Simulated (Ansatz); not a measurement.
## Relaxing a structure of WS2

The start is a generated cell, WS2 placed in the pyrite structure type. The cell and all atomic positions are relaxed at zero pressure with PBE (plane waves to 420 eV, PAW, scalar-relativistic; Ansatz, an electronic-structure program). The first steps use a coarse 3×3×3 k-mesh.

Input geometry:
```yaml
crystal:
  lattice:
    - [5.97220, 0.00000, 0.00000]
    - [0.00000, 5.97220, 0.00000]
    - [0.00000, 0.00000, 5.97220]
  atoms:
    - { symbol: W, position: [0.00000, 0.00000, 0.00000] }
    - { symbol: W, position: [0.50000, 0.50000, 0.00000] }
    - { symbol: W, position: [0.00000, 0.50000, 0.50000] }
    - { symbol: W, position: [0.50000, 0.00000, 0.50000] }
    - { symbol: S, position: [0.38510, 0.38510, 0.38510] }
    - { symbol: S, position: [0.88510, 0.11490, 0.61490] }
    - { symbol: S, position: [0.61490, 0.88510, 0.11490] }
    - { symbol: S, position: [0.11490, 0.61490, 0.88510] }
    - { symbol: S, position: [0.61490, 0.61490, 0.61490] }
    - { symbol: S, position: [0.11490, 0.88510, 0.38510] }
    - { symbol: S, position: [0.38510, 0.11490, 0.88510] }
    - { symbol: S, position: [0.88510, 0.38510, 0.11490] }
```

```yaml
initial_pressure: "-8 GPa (negative: the cell is under tension)"
largest_initial_force: about 1.4 eV/Å, on S5, S6, S7, S8, S9, S10, S11, S12 (atoms numbered as listed)
energy_released: about 0.15 eV/atom
volume_change: -1.6 %, from 17.75 to 17.48 Å³/atom
Shortest distances (start → end): "The closest pairs of elements (up to four, under 3.6 Å), start → end: S–S 2.38 → 2.94 Å; S–W 2.50 → 2.44 Å"
band_gap_at_the_end: zero (metallic)
moments_at_the_end: net 0.39 μB/atom, ferromagnetic
optimiser_moves: 9
```

Final structure:

```cif
data_S8W4
_chemical_formula_sum 'W4 S8'
_space_group_name_H-M_alt 'Pa-3'
_space_group_IT_number 205
_space_group_name_Hall '-P 2ac 2ab 3'
_cell_length_a 5.94115
_cell_length_b 5.94115
_cell_length_c 5.94115
_cell_angle_alpha 90.000
_cell_angle_beta 90.000
_cell_angle_gamma 90.000
loop_
_atom_site_label
_atom_site_type_symbol
_atom_site_symmetry_multiplicity
_atom_site_Wyckoff_symbol
_atom_site_fract_x
_atom_site_fract_y
_atom_site_fract_z
_atom_site_occupancy
W1 W 4 a 0.00000 0.00000 0.00000 1
S1 S 8 c 0.35715 0.35715 0.35715 1
```

Final values are on a 7×7×7 k-mesh of the relaxed cell. The first round had no spin; a later round switched it on. Spin state reached: ferromagnetic (net 0.39 μB/atom); other spin orders were not run from this start.

The run could not lose the symmetry of its start, so the end can be a saddle point.

The relaxed structure here is a generated cell of WS2: the first start was made by placing the elements on the sites of a structure type, and the end was not matched to a known phase here, so it may be hypothetical. Known forms of WS2 include space group No. 194.
